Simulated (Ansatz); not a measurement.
Li₂ZrN₂:
```cif
data_Li2N2Zr
_chemical_formula_sum 'Li2 Zr1 N2'
_space_group_name_H-M_alt 'P-3m1'
_space_group_IT_number 164
_space_group_name_Hall '-P 3 2"'
_cell_length_a 3.27890
_cell_length_b 3.27890
_cell_length_c 5.42790
_cell_angle_alpha 90.000
_cell_angle_beta 90.000
_cell_angle_gamma 120.000
loop_
_atom_site_label
_atom_site_type_symbol
_atom_site_symmetry_multiplicity
_atom_site_Wyckoff_symbol
_atom_site_fract_x
_atom_site_fract_y
_atom_site_fract_z
_atom_site_occupancy
Li1 Li 2 d 0.66667 0.33333 0.38420 1
Zr1 Zr 1 a 0.00000 0.00000 0.00000 1
N1 N 2 d 0.33333 0.66667 0.22302 1
```

Relaxed with r²SCAN.

### Question
Tabulate the valence density and the electron localisation function along the shortest Li–Zr contact (2.82 Å), r²SCAN in the plane-wave PAW code Ansatz.

### Answer


| distance from Li (Å) | density (e/Å³) | ELF |
|---|---|---|
| 0.28 | 5.01 | 0.96 |
| 0.42 | 2.08 | 0.68 |
| 0.56 | 0.53 | 0.15 |
| 0.70 | 0.14 | 0.03 |
| 0.84 | 0.11 | 0.03 |
| 0.99 | 0.11 | 0.06 |
| 1.13 | 0.12 | 0.09 |
| 1.27 | 0.13 | 0.09 |
| 1.41 | 0.14 | 0.07 |
| 1.55 | 0.18 | 0.07 |
| 1.69 | 0.28 | 0.12 |
| 1.83 | 0.56 | 0.32 |
| 1.97 | 1.16 | 0.64 |
| 2.11 | 2.19 | 0.80 |
| 2.25 | 3.38 | 0.81 |
| 2.39 | 4.11 | 0.70 |
| 2.53 | 3.88 | 0.39 |

The density is the valence pseudo-density with augmentation charge, so density and ELF within about 1 Å of a nucleus are not all-electron values.

The workflow started from a Materials Project entry (that database holds measured and hypothetical structures alike); the Crystallography Open Database copy checked does not list it. Whether it is the stable phase at ambient conditions was not checked. The r²SCAN relaxation kept the symmetry of its start; whether a distortion lowers the energy is not shown. No spin polarisation was allowed.

Potentials: the later of the program's two PAW sets.
